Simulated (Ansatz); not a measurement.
InF: from a first guess to the relaxed zincblende type

First guess:

```xyz
2
Lattice="0.0000 2.4049 2.4049 2.4049 0.0000 2.4049 2.4049 2.4049 0.0000" Properties=species:S:1:pos:R:3 pbc="T T T"
In    0.0000    0.0000    0.0000
F     1.2025    1.2025    1.2025
```

Computed with DFT, PBE, PAW with Ansatz's default frozen-core files, scalar-relativistic in Ansatz 0.2.0.

Cell and atoms relax within the symmetry of the start on a 13×13×13 k mesh with 0.05 eV Fermi–Dirac smearing.

The start is built from a prototype, known or not as a phase of this compound; the cutoff is 420 eV.

No spin–orbit coupling, which matters for the heavy atoms here.

(1) What is the pressure of the first guess?

(2) What does it relax to?

(3) How much energy does the relaxation release?

Results:

(1) 59.4 GPa.

(2) a = 6.009 Å, b = 6.009 Å, c = 6.009 Å, α = 90.00°, β = 90.00°, γ = 90.00° (conventional cell), 27.12 Å³ per atom:
```cif
data_structure
_symmetry_space_group_name_H-M 'F-43m'
_symmetry_Int_Tables_number 216
_cell_length_a 6.0090
_cell_length_b 6.0090
_cell_length_c 6.0090
_cell_angle_alpha 90.000
_cell_angle_beta 90.000
_cell_angle_gamma 90.000
_cell_volume 216.97
loop_
_atom_site_label
_atom_site_type_symbol
_atom_site_symmetry_multiplicity
_atom_site_Wyckoff_symbol
_atom_site_fract_x
_atom_site_fract_y
_atom_site_fract_z
_atom_site_occupancy
In1 In 4 a 0.00000 0.00000 0.00000 1
F1 F 4 d 0.25000 0.25000 0.75000 1
```

(3) 1372 meV/atom.
